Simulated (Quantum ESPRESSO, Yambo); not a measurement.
# Levels of theory for the gap of Na2PtH4

Na$_{2}$PtH$_{4}$ (space group I4/mmm, No. 139): one geometry, one set of LDA (Quantum ESPRESSO, PseudoDojo norm-conserving, 88 Ry, without SOC) orbitals, self-energies from Yambo (4×4×4 Γ-centred k mesh, bands 7 to 132 and a 7 Ry block in the screening, 132 bands in G with the Bruneval-Gonze terminator, plasmon pole fitted at 27.2 eV).

The geometry is that of Materials Project entry mp-697096, symmetrised and not relaxed again.

```csv
level,"gap (0.25, -0.25, -0.5) → Z (eV)",direct gap at Z (eV),rough Yambo cost
LDA (Quantum ESPRESSO),1.99,2.02,–
exchange only (Hartree-Fock self-energy on LDA orbitals),9.35,9.24,about 1/5 (12 states)
static COHSEX@LDA,4.53,4.55,within a factor of two (3 states)
"G0W0@LDA, plasmon pole",3.65,3.66,1 (12 states)
"G0W0@LDA, multipole fit to 8 frequencies, no terminator",3.56,3.56,within a factor of two (3 states)
```

Bare exchange has no screening and gives the widest gap; static COHSEX screens it but leaves out the frequency dependence, which G0W0 restores. All rows use the LDA edge points; in the exchange only run other k points give a smaller gap, 9.24 eV.

Costs are rough ratios of core time on shared machines.

Convergence of the G0W0 settings was not tested.

Without spin-orbit coupling, band edges of such heavy elements can be off by tenths of an eV.
